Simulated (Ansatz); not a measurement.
The cell of Li₂CuOsC₆N₆ is invented: cyanide-bridged rock-salt net of two metals, 2 guest cations a cell (Fm-3m, No. 225). The dimensions are guesses.

```xyz
16
Lattice="0.0000 5.0735 5.0735 5.0735 0.0000 5.0735 5.0735 5.0735 0.0000" Properties=species:S:1:pos:R:3 pbc="T T T"
Li    2.5368    2.5368    2.5368
Li    7.6103    7.6103    7.6103
Cu    5.0735    5.0735    5.0735
Os    0.0000    0.0000    0.0000
C     1.8960    5.0735    5.0735
C     5.0735    1.8960    5.0735
C     5.0735    5.0735    1.8960
C     8.2510    5.0735    5.0735
C     5.0735    8.2510    5.0735
C     5.0735    5.0735    8.2510
N     3.0660    5.0735    5.0735
N     5.0735    3.0660    5.0735
N     5.0735    5.0735    3.0660
N     7.0810    5.0735    5.0735
N     5.0735    7.0810    5.0735
N     5.0735    5.0735    7.0810
```

These are results of Ansatz, DFT PBE, scalar-relativistic, plane waves, PAW, not measurements. Cutoff 420 eV, Gaussian smearing, Γ-centred meshes. Cell and atoms relax first on a coarse mesh and then on a finer one. In between, the cell is made exact in the group found at 0.06 Å. In metals the finer mesh still leaves noise of several meV/atom or more. The steps can't lower the symmetry of their start. Collinear spin, starting moments Cu 1.0; Os 1.0 μB.

A guess keeps its type if space group and coordination stay and the shape of the cell changes little (axis ratios within about 15 %, angles within 6°); the volume may change.

**Question.** Will the relaxed cell still be of the starting type?

**Answer.** It keeps its type. The symmetry stays Fm-3m (No. 225). The volume per atom grows by 12.9 %, from 16.3 to 18.4 Å³. The shortest distance goes from 1.17 Å (C–N) to 1.18 Å (C–N). Counting neighbours within 15 % of an atom's shortest distance, the start has C 1, Cu 6, Li 24, N 1, Os 6 and the end C 1, Cu 6, Li 24, N 1, Os 6.

Formation energies are uncorrected and refer to the elements' standard structures at the same level (N₂ as a molecule).

**Question.** At what energy does it end?

**Answer.** +0.27 eV/atom. It can't be a ground state, since the elements alone are lower.

The last run used collinear spin, a 6×6×6 mesh for its 16-atom cell and Gaussian smearing of 0.10 eV. Spin–orbit coupling, which can matter for Os, is left out. The reference form of C is held partly by dispersion forces, which this level lacks. Another magnetic order may lie lower. Symmetry constrained the relaxation, so the result can be a saddle point.
